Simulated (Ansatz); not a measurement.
TiS2 (CdI2 type)

```xyz
3
Lattice="3.2979 0.0000 0.0000 -1.6489 2.8560 0.0000 0.0000 0.0000 5.3399" Properties=species:S:1:pos:R:3 pbc="T T T"
Ti     0.0000     0.0000     0.0000
S      0.0000     1.9040     1.4352
S      1.6489     0.9520     3.9047
```

Two coordinates are scanned: the volume, and the ratio of the stretch along z (the conventional c axis) to the stretch across it. Atoms keep their fractional coordinates.

Computed with PBEsol-D3(BJ) (plane waves to 420 eV, PAW, scalar-relativistic; Ansatz, a first-principles code). k mesh 16×16×9 (Γ-centred), Fermi-Dirac smearing 0.05 eV. Energies are smeared free energies. As the atoms are clamped, bonds stretch with the cell, which overstates energies and stresses. With partly filled bands, the response to shear is sensitive to the k mesh, so small differences along c/a are uncertain. The PAW data are Ansatz's earlier set. TiS2 is run without spin polarisation. TiS2 was relaxed with its symmetry unable to fall. The zero of ΔE is the relaxed starting cell.

**Question.** Predict the ΔE (kJ/mol of atoms) at all points of the grid V/V₀ = 0.960, 0.973, 0.987, 1.000, 1.013, 1.027, 1.040 by (c/a)/(c/a)₀ = 0.880, 0.920, 0.960, 1.000, 1.040, 1.080, 1.120.

**Answer.** ΔE (kJ/mol of atoms), with V/V₀ across and (c/a)/(c/a)₀ down:

```
(c/a)/(c/a)₀ \ V/V₀  0.960  0.973  0.987  1.000  1.013  1.027  1.040
-------------------  -----  -----  -----  -----  -----  -----  -----
0.880                  7.6    6.9    6.5    6.2    6.2    6.4    6.8
0.920                  3.9    3.3    2.9    2.7    2.7    2.9    3.4
0.960                  1.8    1.2    0.8    0.6    0.7    1.0    1.4
1.000                  1.0    0.4    0.1    0.0    0.1    0.4    0.9
1.040                  1.5    1.0    0.7    0.6    0.7    1.1    1.6
1.080                  3.1    2.6    2.4    2.3    2.5    2.9    3.4
1.120                  5.8    5.3    5.1    5.1    5.3    5.7    6.2
```

(A scan under strain: stresses follow from slopes of the energy per volume, elastic moduli from its curvatures.)
